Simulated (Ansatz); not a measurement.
Ca₃GeO (anti-perovskite)

```yaml
crystal:
  lattice:
    - [4.67028, 0.00000, 0.00000]
    - [0.00000, 4.67028, 0.00000]
    - [0.00000, 0.00000, 4.67028]
  atoms:
    - { symbol: Ca, position: [0.50000, 0.50000, 0.00000] }
    - { symbol: Ca, position: [0.00000, 0.50000, 0.50000] }
    - { symbol: Ca, position: [0.50000, 0.00000, 0.50000] }
    - { symbol: Ge, position: [0.00000, 0.00000, 0.00000] }
    - { symbol: O, position: [0.50000, 0.50000, 0.50000] }
```

Equation-of-state scan: isotropic scaling of the cell above, V₀ being its volume. Symmetry pins the atoms to their sites.

Calculation: PBEsol (plane waves to 420 eV, PAW, scalar-relativistic; Ansatz, a program for electronic structure). k mesh 10×10×10 (Γ-centred), Fermi-Dirac smearing 0.05 eV. Energies are smeared free energies. Stress and pressure are positive under compression. At this level the bands of Ca3GeO touch or barely overlap. Ca3GeO was relaxed with its symmetry unable to fall. The zero of ΔE is the relaxed starting cell. The last digit holds for this mesh only.

| V (Å³/atom) | ΔE (meV/atom) |
|---|---|
| 18.336 | 48.3 |
| 18.743 | 29.7 |
| 19.151 | 16.1 |
| 19.558 | 6.9 |
| 19.966 | 1.6 |
| 20.373 | 0.0 |
| 20.781 | 1.6 |
| 21.188 | 6.0 |
| 21.596 | 13.1 |
| 22.003 | 22.5 |
| 22.410 | withheld |

Q: Fit a third-order Birch-Murnaghan form (E₀, V₀, B₀, B₀′ free) to the given rows and predict ΔE at V = 22.410.

A: Least squares on the 10 given rows: ΔE = E₀ + (9V₀B₀/16)·y²·[2 + (B₀′ − 4)y], y = (V₀/V)^(2/3) − 1, with V₀ = 20.371 Å³/atom, B₀ = 63.21 GPa (160.2 GPa = 1 eV/Å³; the term in eV is multiplied by 1000), B₀′ = 4.30, E₀ = 0.00 meV/atom; root-mean-square residual 0.02 meV/atom. At 22.410 the fit gives 34.0 meV/atom; the calculation gives 34.0 meV/atom, the same to the digits shown. For the pressure the fit gives -4.9 GPa against the computed -4.9 GPa.

(A scan under strain: stresses follow from slopes of the energy per volume, elastic moduli from its curvatures.)
